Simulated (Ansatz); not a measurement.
Consider the following.

BaTiO₃:
```yaml
crystal:
  lattice:
    - [3.99407, 0.00000, 0.00000]
    - [0.00000, 3.99407, 0.00000]
    - [0.00000, 0.00000, 3.99407]
  atoms:
    - { symbol: Ba, position: [0.00000, 0.00000, 0.00000] }
    - { symbol: Ti, position: [0.50000, 0.50000, 0.50000] }
    - { symbol: O, position: [0.00000, 0.50000, 0.50000] }
    - { symbol: O, position: [0.50000, 0.50000, 0.00000] }
    - { symbol: O, position: [0.50000, 0.00000, 0.50000] }
```

This is the r²SCAN-relaxed structure.

### Question
All from plane-wave PAW r²SCAN (Ansatz code), unless another level is named. Estimate the electron effective mass with spin–orbit coupling, band 2 of 2 at the edge.

### Answer
0.44 along [100], 0.51 along [110], 0.59 along [111] (mₑ).

### Question
Give the electron effective mass with spin–orbit coupling, band 1 of 2 at the edge.

### Answer
1.2 along [100], 0.83 along [110], 0.69 along [111] (mₑ).

### Question
And the valence-band maximum?

### Answer
at R.

### Question
What about the weight of the valence-edge state by species (Voronoi cells)?

### Answer
O 98 %.

### Question
And the conduction-band minimum?

### Answer
at Γ.

Space group Pm-3m (cubic perovskite). This is a known high-temperature phase of the composition, computed here at zero pressure and temperature. The r²SCAN relaxation kept the symmetry of its start. At this level the phase is dynamically unstable (imaginary phonons). The run is not spin-polarised. Scalar-relativistic: spin–orbit coupling is off unless named, which matters more the heavier the elements.

Potentials: the later of the program's two PAW sets.

Edges and masses are those of Kohn–Sham bands, whose gap is no quasiparticle gap.
